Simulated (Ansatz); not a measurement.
Al$_{2}$O$_{3}$:
```xyz
5
Lattice="1.5014 0.8668 5.7799 -1.5014 0.8668 5.7799 0.0000 -1.7337 5.7799" Properties=species:S:1:pos:R:3 pbc="T T T"
Al     0.0000     0.0000     3.3475
Al     0.0000     0.0000    12.0221
O      0.0000     0.0000     0.4865
O      0.0000     0.0000    10.0941
O      0.0000     0.0000    13.9837
```

x, y and z are the axes in which the lattice vectors are written.

**Question.** Give the proper piezoelectric stress tensor with relaxed ions from r²SCAN in the plane-wave PAW code Ansatz.

**Answer.** In C/m², rows x, y, z, Voigt columns; mesh uncertainty up to 0.00.
```
 0.00   0.00   0.00   0.00  -0.16  -0.07
-0.07   0.07   0.00  -0.16   0.00   0.00
-0.18  -0.18  -0.08   0.00   0.00   0.00
```

The elastic tensor of the same run (GPa):

```
  411    235    102   18.6    0.0    0.0
  235    411    102  -18.6    0.0    0.0
  102    102    422    0.0    0.0    0.0
 18.6  -18.6    0.0    144    0.0    0.0
  0.0    0.0    0.0    0.0    144   18.6
  0.0    0.0    0.0    0.0   18.6   88.2
```

**Question.** Convert to strain constants d = e·S.

**Answer.** In pC/N:
```
 0.0   0.0   0.0   0.0  -1.0  -0.6
-0.3   0.3   0.0  -1.0   0.0   0.0
-0.3  -0.3  -0.1   0.0   0.0   0.0
```

Space group R3m. The workflow started from a Materials Project entry (that database holds measured and hypothetical structures alike); the Crystallography Open Database copy checked does not list it. It is not the phase usual at ambient conditions (space group No. 167). Symmetry was held in the r²SCAN relaxation; whether a distortion lowers the energy is not shown. Signs of piezoelectric constants follow the polarity of the cell as given.

Potentials: the later of the program's two PAW sets.
